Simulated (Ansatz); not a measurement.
BP:
```xyz
4
Lattice="3.1983 0.0000 0.0000 -1.5992 2.7698 0.0000 0.0000 0.0000 7.9678" Properties=species:S:1:pos:R:3 pbc="T T T"
B      0.0000     1.8466     1.9919
P      1.5992     0.9233     1.9919
P      0.0000     1.8466     5.9758
B      1.5992     0.9233     5.9758
```

Relaxed with r²SCAN+D4.

Question: Map the electron localisation function on the plane through (0.333, 0.667, 0.250) spanned by u = [1, 1, 0] and v = [1, -1, 0] in lattice vectors, from r²SCAN+D4 (plane waves, PAW; program Ansatz).

Answer: x is the fraction of u, y of v (the angle between them is 90°; rows are the nearest grid lines); atoms in the plane: B at (0.00, 0.00), B at (0.50, 0.50), P at (0.00, 0.33), P at (0.50, 0.83).
```
|00378876567887300|
|01699986468999610|
|24899984148999842|
|56899820002899865|
|45788500000588754|
|33566410001466533|
|11245544444554211|
|00125899999852100|
|00125799999752100|
|00135788988753100|
|12345555455554321|
|34677630003677643|
|46899961016999864|
|14899984248999841|
|00699996569999600|
|00289986568998200|
|00058875457885000|
|44455421112455444|
|99875310001357899|
|99985210001258999|
|99975210001257999|
|45555432123455554|
|00367764346776300|
|00378876567887300|
```
Scale: ten equal steps from 0.000 (start of '0') to 0.948 (end of '9'), in the order '0123456789'; x runs from 0.000 to 1.00, y from 0.000 (bottom) to 1.00 (top).

The density is the valence pseudo-density with augmentation charge, so density and ELF within about 1 Å of a nucleus are not all-electron values.

Space group P6_3/mmc. The start of the workflow was typed in or built on a structure type; neither database checked (COD, Materials Project) lists it. It is not the phase usual at ambient conditions (space group No. 216). The cell was relaxed with r²SCAN+D4 under the symmetry of its start; its stability against distortions is not shown here.

Potentials: the later of the program's two PAW sets.
